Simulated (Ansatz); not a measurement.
IrO$_{2}$ (rutile)

```xyz
6
Lattice="4.5293 0.0000 0.0000 0.0000 4.5293 0.0000 0.0000 0.0000 3.1798" Properties=species:S:1:pos:R:3 pbc="T T T"
Ir     0.0000     0.0000     0.0000
Ir     2.2646     2.2646     1.5899
O      1.3970     1.3970     0.0000
O      3.6616     0.8677     1.5899
O      0.8677     3.6616     1.5899
O      3.1323     3.1323     0.0000
```

The slice is a (010) plane (indices of the conventional cell) through the point (0.192, 0.808, 0.500) (fractional), spanned by u = [001] and v = [100] in vectors of this cell: u (3.18 Å) and v (4.53 Å, at 90° to u). It covers one period; positions are fractions (u, v).

Method: PBE (plane waves to 420 eV, PAW, scalar-relativistic; Ansatz, an electronic-structure program). k mesh 10×10×15. These are valence fields of a PAW run, semicore shells included where kept as valence: close to a nucleus they are smooth pseudo fields. IrO2 is run without spin polarisation and with no Hubbard U. IrO2 was relaxed with its symmetry unable to fall. Spin-orbit coupling is left out, though Ir is heavy.

Question: Sketch the valence electron density on this plane as a map.

Answer: 
```tsv
v \ u	0.00	0.14	0.27	0.41	0.55	0.68	0.82	0.95
0.88	0.3	0.1	-0.3	0.0	0.1	-0.2	-0.1	0.3
0.75	-0.7	-0.7	-0.4	0.0	0.0	-0.3	-0.6	-0.7
0.62	-1.2	-1.0	-0.5	0.0	0.0	-0.3	-0.8	-1.2
0.50	-1.1	-0.9	-0.3	0.3	0.4	-0.1	-0.8	-1.1
0.38	-0.8	-0.8	-0.6	-0.2	-0.1	-0.5	-0.8	-0.8
0.25	-0.6	-0.7	-1.0	-1.0	-1.0	-1.0	-0.8	-0.6
0.12	0.4	0.0	-0.6	-1.0	-1.1	-0.8	-0.2	0.3
0.00	0.9	0.6	-0.2	-0.5	-0.5	-0.4	0.3	0.9
```

Values: log₁₀ of the valence density in e/Å³. The scale is logarithmic, as a density can span decades between atoms and voids.
